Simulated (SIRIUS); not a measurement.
A self-consistent single point of Si (P6_3/mmc, 4 atoms in the cell; from Materials Project mp-165) with SIRIUS.

Level of theory: LDA (PW92), FP-LAPW (LAPW with two local orbitals a valence shell; core below -3 Ha), all-electron full potential with ZORA scalar-relativistic valence and Dirac core (SIRIUS).

```yaml
crystal:
  lattice:
    - [3.83132, 0.00000, 0.00000]
    - [-1.91566, 3.31802, 0.00000]
    - [0.00000, 0.00000, 6.33262]
  atoms:
    - { symbol: Si, position: [0.33333, 0.66667, 0.06301] }
    - { symbol: Si, position: [0.66667, 0.33333, 0.93699] }
    - { symbol: Si, position: [0.66667, 0.33333, 0.56301] }
    - { symbol: Si, position: [0.33333, 0.66667, 0.43699] }
```

Reference input (self-consistent single point, DFT, LDA (PW92), FP-LAPW (LAPW with two local orbitals a valence shell; core below -3 Ha), all-electron full potential with ZORA scalar-relativistic valence and Dirac core): parameters.ngridk = 8 8 4; basis = LAPW with two local orbitals a valence shell, core below -3 Ha; unit_cell.atom_type_rmt = {Si: 2.15} bohr; parameters.xc_functionals = [XC_LDA_X, XC_LDA_C_PW]; parameters.aw_cutoff = 7; parameters.pw_cutoff = 20 1/bohr; parameters.smearing = gaussian; parameters.smearing_width = 0.000734986 Ha; parameters.electronic_structure_method = full_potential_lapwlo; parameters.lmax_apw = 8; parameters.lmax_rho = 8; parameters.lmax_pot = 8. This run's input differs from it in these lines:

```diff
@@ -14,3 +14,3 @@
     "xc_functionals": ["XC_LDA_X", "XC_LDA_C_PW"],
-    "aw_cutoff": 7.0,
+    "aw_cutoff": 4.2,
     "pw_cutoff": 20.0,
```

The program printed (abridged):

```
[find] density tolerance         : 1e-06
[find] total energy tolerance    : 1e-07
[find] iter_solver_tol (initial) : 0.01
[find] iter_solver_tol (target)  : 1e-13
[find] num_dft_iter              : 100
Charges and magnetic moments
--------------------------------------------------------------------------------
atom      charge    core leakage
--------------------------------------------------------------------------------
   0   12.116482    0.000000e+00
   1   12.116482    0.000000e+00
   2   12.116482    0.000000e+00
   3   12.116482    0.000000e+00

total core leakage    : 0.00000000e+00
interstitial charge   : 7.534074
   [... lines left out ...]
[find]    3   12.125123    1.771149e-03
[find] total core leakage    : 7.08459486e-03
[find] interstitial charge   : 7.492423
[find] total charge          : 55.992914
[find] Energy
[find] smearing (-TS)                 :      -0.00000000
[find] Total energy                   :   -1156.10926411 (Ha),   -2312.21852823 (Ry)
[find] Free energy (E-TS)             :   -1156.10926411 (Ha),   -2312.21852823 (Ry)
[find] band gap (eV)                  :       0.39339324
[find] Efermi                         :       0.19636560
[find] iteration : 10, RMS (target) : 7.1330e-08 (1.0000e-06) , energy difference (target) : -1.2294e-09 (1.0000e-07)
[find] converged after 11 SCF iterations!
Warning in function "check_num_electrons" at src/density/density.cpp:1179
wrong number of electrons
  obtained value : 55.9929
  target value : 56
  difference : 0.0070856
  total core leakage : 0.00708459
    atom class : 0, core leakage : 0.00177115
[find] Charges and magnetic moments
[find] atom      charge    core leakage
[find]    0   12.125123    1.771149e-03
[find]    1   12.125123    1.771149e-03
[find]    2   12.125123    1.771149e-03
[find]    3   12.125123    1.771149e-03
[find] total core leakage    : 7.08459486e-03
[find] interstitial charge   : 7.492423
[find] total charge          : 55.992914
[find] Energy
[find] smearing (-TS)                 :      -0.00000000
[find] Total energy                   :   -1156.10926411 (Ha),   -2312.21852823 (Ry)
   [... lines left out ...]
[find] Free energy (E-TS)             :   -1156.10926411 (Ha),   -2312.21852823 (Ry)
[find] band gap (eV)                  :       0.39339324
   [... lines left out ...]
[find] Efermi                         :       0.19636560
[ground_state] ==== total Forces in Ha/bohr =====
[ground_state] atom:    0, force:      -0.0000000     -0.0000000      0.0005019
[ground_state] atom:    1, force:      -0.0000000      0.0000000     -0.0005019
[ground_state] atom:    2, force:       0.0000000      0.0000000      0.0005019
[ground_state] atom:    3, force:      -0.0000000      0.0000000     -0.0005019
```

The run converged in 11 iterations. Against the reference run the free energy goes up by 343 meV/atom, the largest force goes from 0.015 to 0.026 eV/Å and the gap on the mesh goes from 0.320 to 0.393 eV.

This run is one point of a test of settings, so its values need not be converged; read them against the reference run alone. The structure comes from a collection of computed structures, made at another level of theory; the collection holds predicted forms beside known ones. Values depend on the basis (sphere radii, cutoffs, local orbitals), which need not be converged.

Cost on one core: very roughly 40 core-seconds.

The gap that the log prints is read on the run's mesh, which can miss the band edges or a crossing.
